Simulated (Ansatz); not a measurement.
The start is a generated cell, Sn placed in the AFLOW prototype A_oC8_64_f (A11, as in Ga). A full variable-cell relaxation at zero pressure is run with r2SCAN (plane waves to 500 eV, PAW, scalar-relativistic; Ansatz, an electronic-structure program). First-step values are on the input's coarse k-mesh.

Ansatz input (later rounds restart from its end on a renewed k-mesh):
Ansatz 0.2 input:
```yaml
crystal:
  lattice:
    - [2.52939, -4.2842487, 0]
    - [2.52939, 4.2842487, 0]
    - [0, 0, 5.0598985]
  atoms:
    - { symbol: Sn, position: [0.3451, 0.6549, 0.581] }
    - { symbol: Sn, position: [0.6549, 0.3451, 0.419] }
    - { symbol: Sn, position: [0.8451, 0.1549, 0.919] }
    - { symbol: Sn, position: [0.1549, 0.8451, 0.081] }
basis: { ecutwfc: 500, ecutrho_ratio: 4, xc_grid: 4, fft_grid_basis: typed }
kpoints: { mp_grid: { grid: [8, 8, 7] } }
hamiltonian:
  xc: r2scan
  dispersion: none
  pseudopotentials: { kind: paw }
scf: { occupations: { method: fermi_dirac, width: 0.05 } }
relax: { f_tol: 0.01, max_steps: 100, cell: { stress_tol: 0.02 } }
output: { forces: true, stress: true }
```

- Initial pressure: +9.2 GPa (positive: the cell is compressed)
- Largest initial force: 0.51 eV/Å, on Sn1, Sn2, Sn3, Sn4 (atoms numbered as listed)
- Outcome: The space group goes from Cmce (No. 64) to Cmmm (No. 65), with 1 atom in the primitive cell
- Energy released: 0.23 eV/atom
- Volume change: +3.9 %, from 27.42 to 28.47 Å³/atom
- Shortest distances (start → end): The closest pairs of elements (up to four, under 3.6 Å), start → end: Sn–Sn 2.78 → 3.05 Å
- Optimiser moves: 31

Final structure:

Space group Cmmm (No. 65); a = 4.227 Å, b = 4.416 Å, c = 3.051 Å, α = 90.00°, β = 90.00°, γ = 90.00°

| atom | site | symmetry | x | y | z |
|---|---|---|---|---|---|
| Sn | 2a | mmm | 0.0000 | 0.0000 | 0.0000 |
(The calculation used a cell of 1 atom; values per cell refer to that cell.)

Final values are on a 15×15×15 k-mesh of the relaxed cell. No spin polarisation in the result.

The run could not lose the symmetry of its start: the end is stationary, and may be a saddle point rather than a minimum.

The relaxed structure here is a generated cell of Sn: the first start was made by placing the elements on the sites of a structure type, and the end was not matched to a known phase here, so it may be hypothetical. Known forms of Sn include space group No. 141, 227.
